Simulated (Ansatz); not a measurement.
SiC (wurtzite)

```
CELL_PARAMETERS angstrom
      6.18391     0.00000     0.00000
     -1.54598     2.67771     0.00000
      0.00000     0.00000     5.07427
ATOMIC_POSITIONS crystal
  Si 0.33333 0.33333 0.00052
  Si 0.83333 0.33333 0.00052
  Si 0.16667 0.66667 0.50052
  Si 0.66667 0.66667 0.50052
  C  0.33333 0.33333 0.62468
  C  0.83333 0.33333 0.62468
  C  0.16667 0.66667 0.12468
  C  0.66667 0.66667 0.12468
```

A phonon eigenvector at M = (0.5, 0.0, 0.0) is frozen into this cell: atom i moves by Q times the vector below, so Q is the largest atomic displacement, in Å. The cell is held. (q is in reciprocal vectors of the primitive cell; the cell shown is doubled to hold the pattern.)

```json
[
 {"atom": "Si1", "x": "-0.041", "y": "-0.023", "z": "0.999"},
 {"atom": "Si2", "x": "0.041", "y": "0.023", "z": "-0.999"},
 {"atom": "Si3", "x": "0.041", "y": "0.023", "z": "0.999"},
 {"atom": "Si4", "x": "-0.041", "y": "-0.023", "z": "-0.999"},
 {"atom": "C5", "x": "0.156", "y": "0.090", "z": "0.652"},
 {"atom": "C6", "x": "-0.156", "y": "-0.090", "z": "-0.652"},
 {"atom": "C7", "x": "-0.156", "y": "-0.090", "z": "0.652"},
 {"atom": "C8", "x": "0.156", "y": "0.090", "z": "-0.652"}
]
```

Calculation: PBE (plane waves to 420 eV, PAW, scalar-relativistic; Ansatz, a first-principles code). k mesh 6×12×7 (Γ-centred), Fermi-Dirac smearing 0.05 eV. Energies are smeared free energies. Stress and pressure are positive under compression. SiC was relaxed with its symmetry unable to fall. ΔE is measured from the undisplaced structure.

```
Q (Å)   ΔE (meV/cell)  P (GPa)
------  -------------  -------
-0.180            898     0.30
-0.150            [?]     0.19
-0.120            [?]     0.12
-0.090            [?]     0.06
-0.060            101     0.03
-0.030             25     0.01
0.000               0     0.00
0.030              25     0.01
0.060             101     0.03
0.090             [?]     0.06
0.120             [?]     0.12
0.150             [?]     0.19
0.180             898     0.30
```

**Question.** Complete the blanks.

**Answer.** 
- -0.150, ΔE (meV/cell): 626
- -0.120, ΔE (meV/cell): 402
- -0.090, ΔE (meV/cell): 226
- 0.090, ΔE (meV/cell): 226
- 0.120, ΔE (meV/cell): 402
- 0.150, ΔE (meV/cell): 626

(For displaced atoms, the force is minus the slope of the energy, and its curvature is a force constant, which sets phonon frequencies.)
